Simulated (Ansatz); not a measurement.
Input file for Ansatz (a quantum-chemistry and plane-wave program):

Ansatz 0.2 input:
```yaml
crystal:
  lattice:
    - [0.0, 3.0129633195, 3.0129633195]
    - [3.0129633195, 0.0, 3.0129633195]
    - [3.0129633195, 3.0129633195, 0.0]
  atoms:
    - { symbol: As, position: [0.75, 0.75, 0.75] }
    - { symbol: In, position: [0.0, 0.0, 0.0] }
kpoints:
  mp_grid: { grid: [25, 25, 25] }
hamiltonian:
  xc: lda
  pseudopotentials: { kind: paw }
scf:
  occupations: { method: fermi_dirac, width: 0.1 }
elastic: { mode: relaxed_ion, stencil: two_point, amplitude: 0.005, f_tol: 0.0005 }
```

Output (shortened):

```
Pseudopotential: As, paw, valence charge 15
Pseudopotential: In, paw, valence charge 13
Functional definition: SPW92
Crystal: 2 atoms, lattice volume = 54.703 Å³
Basis set: ecut = 420 eV, 1067 PW (Γ)
Bands: 18, of which v1, the nominal top of the filled ones, is band 14 counted from 1 (13 counted from 0)
Symmetry: 24 space group operations
Space group: F-43m (ITA 216), of the structure as read, at distance tolerance 3.8e-5 Å
k-points: 455 of 15625 (time reversal used)
SCF 1 converged in 9 iterations: F = -10231.246488 eV  dr2 = 9.80e-15
Crystal: 2 atoms, lattice volume = 54.430 Å³
Symmetry: 8 space group operations
k-points: 1183 of 15625 (time reversal used)
SCF 2 converged in 8 iterations: F = -10231.246124 eV  dr2 = 1.03e-14
Crystal: 2 atoms, lattice volume = 54.977 Å³
SCF 3 converged in 7 iterations: F = -10231.246134 eV  dr2 = 6.41e-14
Crystal: 2 atoms, lattice volume = 54.703 Å³
Symmetry: 4 space group operations
k-points: 2197 of 15625 (time reversal used)
SCF 4 converged in 12 iterations: F = -10231.246225 eV  dr2 = 1.40e-14
relax step   1: F+E_penalty+E_count = -10231.24622497 eV  Δ(F+E_penalty+E_count) = +0.000e0 eV  max|allowed force component| = 3.977e-2 eV/Å  Δτ_max = 0.0000 Å  (12 SCF iters, accepted)
Crystal: 2 atoms, lattice volume = 54.703 Å³
SCF 5 converged in 10 iterations: F = -10231.246313 eV  dr2 = 1.50e-14
relax step   2: F+E_penalty+E_count = -10231.24631322 eV  Δ(F+E_penalty+E_count) = -8.825e-5 eV  max|allowed force component| = 1.484e-2 eV/Å  Δτ_max = 0.0035 Å  (10 SCF iters, accepted)
Crystal: 2 atoms, lattice volume = 54.703 Å³
SCF 6 converged in 7 iterations: F = -10231.246327 eV  dr2 = 5.20e-14
relax step   3: F+E_penalty+E_count = -10231.24632749 eV  Δ(F+E_penalty+E_count) = -1.427e-5 eV  max|allowed force component| = 8.563e-7 eV/Å  Δτ_max = 0.0010 Å  (7 SCF iters, accepted)
Crystal: 2 atoms, lattice volume = 54.703 Å³
SCF 7 converged in 2 iterations: F = -10231.246327 eV  dr2 = 4.37e-15
Crystal: 2 atoms, lattice volume = 54.703 Å³
SCF 8 converged in 12 iterations: F = -10231.246225 eV  dr2 = 1.41e-14
relax step   1: F+E_penalty+E_count = -10231.24622497 eV  Δ(F+E_penalty+E_count) = +0.000e0 eV  max|allowed force component| = 3.977e-2 eV/Å  Δτ_max = 0.0000 Å  (12 SCF iters, accepted)
Crystal: 2 atoms, lattice volume = 54.703 Å³
SCF 9 converged in 8 iterations: F = -10231.246327 eV  dr2 = 9.39e-15
relax step   2: F+E_penalty+E_count = -10231.24632750 eV  Δ(F+E_penalty+E_count) = -1.025e-4 eV  max|allowed force component| = 3.184e-6 eV/Å  Δτ_max = 0.0026 Å  (8 SCF iters, accepted)
Crystal: 2 atoms, lattice volume = 54.703 Å³
SCF 10 converged in 2 iterations: F = -10231.246327 eV  dr2 = 1.92e-15
SCF converged after 9 iterations
Free energy (F): -10231.246488 eV
Harris-Foulkes:  -10231.246488 eV  (|F-HF|=0.00e0)
Internal energy: -10231.245805 eV  (E = F + TS)
E sigma→0 (E₀):  -10231.246147 eV
Entropy (-TS):   -0.000683 eV (-0.342 meV/atom)
Fermi energy:    7.963630 eV
--- Per-component energies (eV) ---
  E_band       = -318.885788
  E_kinetic    = 348.493516
  E_local      = -3271.379412  (includes V_loc(G=0)·N_el)
  E_nonlocal   = -295.003966
  E_hartree    = 1578.668215
  E_xc         = -292.601426
  E_vxc        = -180.855060  (∫ρ·V_xc dr)
  E_paw        = -5769.757471  (= ΣΔE_a)
  E_vpaw       = -77.477335  (= ΣTr[D̂ρ^β])
  E_aug_tail   = 0.000036  (compensation charges beyond the density's cutoff)
  E_ewald      = -2532.025064
  E_core_change = 2.359766  (= ΣΔE_core)
  E_smearing   = -0.000683  (= −TS)
  E_closure    = 0.000000  (closes the sum)
  Σ components = -10231.246488   (vs F -10231.246488, Δ=0.00e0)
--- Forces (eV/Å), atoms counted from 1 ---
  atom   1  As     0.00000000     0.00000000     0.00000000
  atom   2  In     0.00000000     0.00000000     0.00000000
  max |Σ_I F_I| component: 2.54e-16 eV/Å
--- Stress (GPa, compression-positive) ---
        0.002059       0.000000       0.000000
        0.000000       0.002059       0.000000
        0.000000       0.000000       0.002059
  P = ⅓ Tr σ = 0.0021 GPa (0.021 kbar)
--- Band table (eV; the first three rows and the last of 455) ---
  k-point 0: bands = ["-27.4911", "-27.4911", "-27.4911", "-27.4827", "-27.4827", "-6.6850", "-6.6850", "-6.6850", "-6.5519", "-6.5519", "-4.3329", "7.2859", "7.6736", "7.6736", "7.6736", "11.5133", "11.5133", "11.5133"]
  k-point 1: bands = ["-27.4911", "-27.4911", "-27.4911", "-27.4827", "-27.4827", "-6.6875", "-6.6843", "-6.6843", "-6.5519", "-6.5519", "-4.3155", "6.9079", "7.6509", "7.6509", "7.9934", "11.5111", "11.5468", "11.5468"]
  k-point 2: bands = ["-27.4911", "-27.4911", "-27.4911", "-27.4826", "-27.4826", "-6.6948", "-6.6824", "-6.6824", "-6.5520", "-6.5520", "-4.2640", "6.3523", "7.5862", "7.5862", "8.3681", "11.5315", "11.6411", "11.6411"]
  k-point 454: bands = ["-27.4911", "-27.4910", "-27.4906", "-27.4826", "-27.4823", "-6.8593", "-6.6322", "-6.6069", "-6.5688", "-6.5437", "-2.2222", "1.8520", "4.5881", "4.8107", "11.7489", "11.8806", "12.6126", "13.7420"]
--- Elastic constants: 2 strain directions × 2 members + reference (group order 24) ---
  dense FFT box of the reference and of every strained cell: 30×30×30
  strains applied: 11, 23; error gains: componentwise 1.00 (the most a stress slope's error grows in a printed constant), spectral 1.73 (1 for all six strains …
  C = ∂σ_k/∂η_j (tension-positive GPa; Voigt order 11 22 33 23 13 12):
        84.407     47.887     47.887      0.000      0.000      0.000
        47.887     84.407     47.887      0.000      0.000      0.000
        47.887     47.887     84.407      0.000      0.000      0.000
         0.000      0.000      0.000     37.871      0.000      0.000
         0.000      0.000      0.000      0.000     37.871      0.000
         0.000      0.000      0.000      0.000      0.000     37.871
  reference stress σ⁰ (GPa):     -0.002     -0.002     -0.002      0.000      0.000      0.000
  moduli (Voigt/Reuss/Hill, GPa): K = 60.06/60.06/60.06   G = 30.03/26.49/28.26   E = 73.28   ν = 0.297
  mechanically stable: yes (min eigenvalue of sym C = 36.52 GPa)
  strain η (Voigt 11):  stress-route row diagonal C_11 = 84.41 GPa, energy-path curvature d²(F+E_count+ΔE)/dδ²/Ω₀ = 84.41 GPa
         δ    σ_11 (GPa)             F (eV)   n_scf  n_hpsi   n_pw
    -5.000e-3      -0.4266      -10231.2461243       8  421383   1078   relax 0 steps, max|allowed force component| 3.12e-17 eV/Å
     5.000e-3       0.4175      -10231.2461344       7  380447   1094   relax 0 steps, max|allowed force component| 1.09e-16 eV/Å
  strain η (Voigt 23):  stress-route row diagonal C_44 = 37.87 GPa, energy-path curvature d²(F+E_count+ΔE)/dδ²/Ω₀ = 37.87 GPa
         δ    σ_23 (GPa)             F (eV)   n_scf  n_hpsi   n_pw
    -5.000e-3      -0.1894      -10231.2463275       2  374374   1084   relax 3 steps, max|allowed force component| 8.56e-7 eV/Å
     5.000e-3       0.1894      -10231.2463275       2  372797   1084   relax 2 steps, max|allowed force component| 3.18e-6 eV/Å
```

Cost: about 20 core-minutes (a rough figure) on shared cores.

Symmetry was held in the LDA relaxation; of distortions, only those at the zone centre were tested. As this level gives no gap, shear constants depend on the k-mesh and smearing (Fermi–Dirac, 0.1 eV here). Spin–orbit coupling is left out wherever it is not named.

Potentials: the later of the program's two PAW sets.

Ansatz is a plane-wave DFT program.
